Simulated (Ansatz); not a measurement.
## Structure search: one Nb2PdSe5 candidate

Level of theory: DFT PBE, scalar-relativistic, plane waves, PAW (Ansatz 0.2.0). Cutoff 420 eV, Gaussian smearing, Γ-centred meshes. Cell and atoms relax first on a coarse mesh, the cell is then made exact in the group found at 0.06 to 0.08 Å, and last on a converged mesh; the steps can't lower the symmetry of their start. No spin polarisation.

The guess for Nb2PdSe5 was made by a generator: species swapped into a database cell of YAl2Pd5 (I4/mmm, No. 139), with Pd on the Y sites, Nb on the Al sites and Se on the Pd sites. The dimensions are guesses.

```
Nb Pd Se
1.0
    -2.33107    2.33107    8.44344
     2.33107   -2.33107    8.44344
     2.33107    2.33107   -8.44344
Nb Pd Se
2 1 5
Cartesian
  0.0000 0.0000 12.6092
  0.0000 0.0000 4.2777
  0.0000 0.0000 0.0000
  0.0000 0.0000 8.4434
  0.0000 2.3311 5.9978
  2.3311 0.0000 5.9978
  2.3311 0.0000 2.4456
  0.0000 2.3311 2.4456
```

The zero of energy is the elements' standard structures at the same level; no fitted shifts are applied.

**Question.** Which structure results?

**Answer.** The symmetry stays I4/mmm (No. 139). The volume per atom shrinks by 20.3 %, from 22.9 to 18.3 Å³. The shortest distance goes from 2.90 Å (Nb–Se) to 2.73 Å (Nb–Se). The ratio c/a of the conventional cell changes by a factor of 0.79. Conventional cell: a = 4.667 Å, c = 13.437 Å. Nb has 8 Se at 2.73–2.79 Å, 1 Pd at 3.30 Å, 4 Nb at 3.30 Å and 1 Se at 3.42 Å; Pd has 8 Se at 3.00 Å, 4 Se at 3.30 Å and 2 Nb at 3.30 Å; around Se on a site of symmetry 4/mmm lie 8 Se at 3.00 Å, 4 Pd at 3.30 Å and 2 Nb at 3.42 Å; Se on a site of symmetry 2mm has 4 Nb at 2.73–2.79 Å, 3 Se at 2.93–3.00 Å, 2 Pd at 3.00 Å and 4 Se at 3.30 Å.

```
Nb Pd Se
1.0
    -2.33331    2.33331    6.71837
     2.33331   -2.33331    6.71837
     2.33331    2.33331   -6.71837
Nb Pd Se
2 1 5
Cartesian
  0.0000 0.0000 10.1357
  0.0000 0.0000 3.3010
  0.0000 0.0000 0.0000
  0.0000 0.0000 6.7184
  0.0000 2.3333 4.8254
  2.3333 0.0000 4.8254
  2.3333 0.0000 1.8929
  0.0000 2.3333 1.8929
```

**Question.** How does it come out in energy, and is it a metal?

**Answer.** The formation energy is −0.29 eV/atom and the gap on the 10×10×10 mesh of the 8-atom cell is 0 eV (a metal).

The last run used Gaussian smearing of 0.10 eV. The reference form of Se is held partly by dispersion forces, which this level lacks. A structure relaxed within its symmetry needn't be a true minimum. Another cell of the same search, in P1, lies 117 meV/atom lower, so this cell isn't the stable form at this level.
